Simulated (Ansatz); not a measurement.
In plane-wave PAW r²SCAN (Ansatz code), SiGeC$_{2}$ in the tetragonal phase (P-4m2; Si on 1a, C on 2g, Ge on 1c) relaxes to a = 3.156 Å, c = 4.456 Å. Si has 4 nearest neighbours from 1.90 Å (tetrahedral); C has 4 nearest neighbours from 1.90 Å (tetrahedral); Ge has 4 nearest neighbours from 1.97 Å (tetrahedral). Its formation energy from the elements is 0.041 eV/atom, with no fitted shifts.

It is gapped at this level: 1.80 eV (indirect). The valence maximum lies at Γ and the conduction minimum at M. The screened hybrid HSE06 puts the gap at 2.29 eV. Gap from r²SCAN with spin–orbit coupling: 1.78 eV.

The bulk modulus is 209 GPa. The relaxed-ion elastic constants in GPa are C11 = 484, C12 = 21.0, C13 = 125, C33 = 372, C44 = 227, C66 = 128. The elastic constants imply a Debye temperature near 913 K. Bader charges are Si +2.86, C -2.19, Ge +1.52 e.

The start of the workflow was typed in or built on a structure type; neither database checked (COD, Materials Project) lists it. Whether it is the stable phase at ambient conditions was not checked. The cell was relaxed with r²SCAN under the symmetry of its start; whether a distortion lowers the energy is not shown. The references are the lowest solids computed at this level, not always the standard phases. Spin–orbit coupling is left out wherever it is not named.

Potentials: the earlier of the program's two PAW sets.
